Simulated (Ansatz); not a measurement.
W:
```yaml
crystal:
  lattice:
    - [9.74654, 0.00000, 0.00000]
    - [0.00000, 9.74654, 0.00000]
    - [0.00000, 0.00000, 5.11264]
  atoms:
    - { symbol: W, position: [0.46668, 0.86947, 0.00000] }
    - { symbol: W, position: [0.53332, 0.13053, 0.00000] }
    - { symbol: W, position: [0.63053, 0.96668, 0.50000] }
    - { symbol: W, position: [0.36947, 0.03332, 0.50000] }
    - { symbol: W, position: [0.96668, 0.63053, 0.50000] }
    - { symbol: W, position: [0.03332, 0.36947, 0.50000] }
    - { symbol: W, position: [0.13053, 0.53332, 0.00000] }
    - { symbol: W, position: [0.86947, 0.46668, 0.00000] }
    - { symbol: W, position: [0.75823, 0.43820, 0.50000] }
    - { symbol: W, position: [0.24177, 0.56180, 0.50000] }
    - { symbol: W, position: [0.06180, 0.25823, 0.00000] }
    - { symbol: W, position: [0.93820, 0.74177, 0.00000] }
    - { symbol: W, position: [0.25823, 0.06180, 0.00000] }
    - { symbol: W, position: [0.74177, 0.93820, 0.00000] }
    - { symbol: W, position: [0.56180, 0.24177, 0.50000] }
    - { symbol: W, position: [0.43820, 0.75823, 0.50000] }
    - { symbol: W, position: [0.81296, 0.18704, 0.74885] }
    - { symbol: W, position: [0.18704, 0.81296, 0.25115] }
    - { symbol: W, position: [0.31296, 0.31296, 0.24885] }
    - { symbol: W, position: [0.68704, 0.68704, 0.75115] }
    - { symbol: W, position: [0.18704, 0.81296, 0.74885] }
    - { symbol: W, position: [0.81296, 0.18704, 0.25115] }
    - { symbol: W, position: [0.68704, 0.68704, 0.24885] }
    - { symbol: W, position: [0.31296, 0.31296, 0.75115] }
    - { symbol: W, position: [0.39957, 0.60043, 0.00000] }
    - { symbol: W, position: [0.60043, 0.39957, 0.00000] }
    - { symbol: W, position: [0.89957, 0.89957, 0.50000] }
    - { symbol: W, position: [0.10043, 0.10043, 0.50000] }
    - { symbol: W, position: [0.00000, 0.00000, 0.00000] }
    - { symbol: W, position: [0.50000, 0.50000, 0.50000] }
```

Relaxed with r²SCAN. Special points in fractions of this cell's reciprocal vectors: Γ (0.000, 0.000, 0.000); X (0.000, 0.500, 0.000); M (0.500, 0.500, 0.000); Z (0.000, 0.000, 0.500); R (0.000, 0.500, 0.500); A (0.500, 0.500, 0.500).

### Question
List the band energies nearest the Fermi level at these points for DFT-r²SCAN with spin–orbit coupling in the program Ansatz with PAW potentials.

### Answer
In eV from the Fermi level; about four levels below and three above (degenerate sets whole), none deeper than 8.9 eV; points with the same levels are listed once.

```json
[
 {"k": "Γ", "below": "-0.22 -0.22 -0.07 -0.07", "above": "0.20 0.20 0.20 0.20 0.20 0.20"},
 {"k": "X", "below": "-0.27 -0.27 -0.27 -0.27", "above": "0.01 0.01 0.01 0.01"},
 {"k": "M", "below": "-0.05 -0.05 -0.05 -0.05", "above": "0.29 0.29 0.29 0.29"},
 {"k": "Z", "below": "-0.32 -0.32 -0.32 -0.32", "above": "0.04 0.04 0.04 0.04"},
 {"k": "R", "below": "-0.49 -0.49 -0.47 -0.47", "above": "0.11 0.11 0.15 0.15"},
 {"k": "A", "below": "-0.01 -0.01 -0.01 -0.01", "above": "0.35 0.35 0.35 0.35"}
]
```

Space group P4_2/mnm. The start of the workflow was typed in or built on a structure type; neither database checked (COD, Materials Project) lists it. It is not the phase usual at ambient conditions (space group No. 229). The r²SCAN relaxation kept the symmetry of its start; its stability against distortions is not shown here. The run is not spin-polarised.

Potentials: the later of the program's two PAW sets.
